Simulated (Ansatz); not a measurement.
Ta (bcc (W type)), relaxed with PBE (Ansatz, a first-principles code, plane waves, PAW): a = b = c = 3.3190 Å, α = β = γ = 90.00°.

**Question.** The same phase is relaxed and computed with r²SCAN in the same code. What is the cell now?

**Answer.** a = 3.3052 Å, b = 3.3052 Å, c = 3.3052 Å, α = 90.00°, β = 90.00°, γ = 90.00°.

All cells were relaxed under the symmetry of their starts (and spin orders); stability against distortions was not tested throughout. Rows with no word on spin ran without spin polarisation. Spin–orbit coupling is left out wherever it is not named.

Potentials: the earlier of the program's two PAW sets.

Ansatz is a plane-wave DFT program.
